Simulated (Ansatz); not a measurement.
# Telling polymorphs of CsSnI3 apart by ¹³³Cs

Method: Kohn–Sham DFT in Ansatz, PBE, plane waves and PAW, scalar-relativistic, 420 eV cutoff. Q(¹³³Cs) = -3.430 mb, I = 7/2. The cells come from the COD and the Materials Project (computed, not necessarily observed phases), with the atoms as given or relaxed (PBE, cell held). Spin–orbit coupling is left out, which moves gradients at and beside heavy atoms (Cs) by some per cent and at some sites by far more.

Question: Rank the structures by their largest ¹³³Cs |C_Q|, smallest first.
A. Pm-3m, 5 atoms in the cell run; Cs site: 12 I at 4.39 Å
B. Pnma, 20 atoms in the cell run; Cs site: 12 I at 4.00–4.88 Å

Answer: A (0 MHz), B (0.253 MHz).

In CsSnI3 (Pnma) small gradients can still move by 0.1 × 10²¹ V/m² or more with the k-mesh.
